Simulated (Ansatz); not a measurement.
Relaxed W (bcc, W type):

```yaml
crystal:
  lattice:
    - [-3.16928, 3.16928, 3.16928]
    - [1.58464, -1.58464, 1.58464]
    - [1.58464, 1.58464, -1.58464]
  atoms:
    - { symbol: W, position: [0.00000, 0.00000, 0.00000] }
    - { symbol: W, position: [0.50000, 0.00000, 0.00000] }
```

A phonon eigenvector at N = (0.5, 0.0, 0.0) is frozen into this cell: atom i moves by Q times the vector below, so Q is the largest atomic displacement, in Å. The cell is held. (q is in reciprocal vectors of the primitive cell; the cell shown is doubled to hold the pattern.)

```json
[
 {"atom": "W1", "x": "0.000", "y": "-0.707", "z": "-0.707"},
 {"atom": "W2", "x": "0.000", "y": "0.707", "z": "0.707"}
]
```

Computed with r2SCAN (plane waves to 500 eV, PAW, scalar-relativistic; Ansatz, an electronic-structure program). k mesh 21×21×21 (Γ-centred), Fermi-Dirac smearing 0.05 eV. The energy includes the smearing's −TS. With partly filled bands, energies and forces of such displacements shift with the k mesh and the smearing. Spin-orbit coupling is left out, though W is heavy. W is run without spin polarisation. W was relaxed with its symmetry unable to fall. The zero of ΔE is the undisplaced structure. The last digit holds for this mesh only.

```tsv
Q (Å)	ΔE (meV/cell)
-0.180	withheld
-0.150	738.2
-0.120	478.4
-0.090	272.0
-0.060	122.0
-0.030	30.7
0.000	0.0
0.030	30.7
0.060	122.0
0.090	272.0
0.120	478.4
0.150	738.2
0.180	withheld
```

Problem. Fit an even polynomial form (powers 2, 4, 6) to the given rows and predict ΔE at Q = 0.180.

Solution. Least squares on the 11 given rows: ΔE = (34120)·Q² + (-70230)·Q⁴ + (527400)·Q⁶, in meV/cell with Q in Å; root-mean-square residual 0.05 meV/cell. At 0.180 the fit gives 1049.7 meV/cell; the calculation gives 1050.4 meV/cell, so the extrapolation is off by -0.7 (-0.1 %). The quadratic term alone would give 1105.5 meV/cell.

(For displaced atoms, the force is minus the slope of the energy, and its curvature is a force constant, which sets phonon frequencies.)
